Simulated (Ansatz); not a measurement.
CsCl (CsCl type)

```cif
data_ClCs
_chemical_formula_sum 'Cs1 Cl1'
_space_group_name_H-M_alt 'Pm-3m'
_space_group_IT_number 221
_space_group_name_Hall '-P 4 2 3'
_cell_length_a 4.06865
_cell_length_b 4.06865
_cell_length_c 4.06865
_cell_angle_alpha 90.000
_cell_angle_beta 90.000
_cell_angle_gamma 90.000
loop_
_atom_site_label
_atom_site_type_symbol
_atom_site_symmetry_multiplicity
_atom_site_Wyckoff_symbol
_atom_site_fract_x
_atom_site_fract_y
_atom_site_fract_z
_atom_site_occupancy
Cs1 Cs 1 a 0.00000 0.00000 0.00000 1
Cl1 Cl 1 b 0.50000 0.50000 0.50000 1
```

Equation-of-state scan: isotropic scaling of the cell above, V₀ being its volume. Symmetry pins the atoms to their sites.

The numbers are results of PBEsol (plane waves to 420 eV, PAW, scalar-relativistic; Ansatz, a first-principles code), not measurements. k mesh 8×8×8 (Γ-centred), Fermi-Dirac smearing 0.05 eV. The energy includes the smearing's −TS. Compression counts positive. CsCl was relaxed with its symmetry unable to fall. ΔE is measured from the relaxed starting cell.

The scan covers V/V₀ from 0.840 to 1.160 in 13 points.

### Question
What pressure does the cell carry at V/V₀ = 0.840?

### Answer
5.10 GPa.

### Question
What is ΔE at V/V₀ = 1.160?

### Answer
36.5 meV/atom.

### Question
What is ΔE at V/V₀ = 0.840?

### Answer
71.4 meV/atom.

(A scan under strain: stresses follow from slopes of the energy per volume, elastic moduli from its curvatures.)
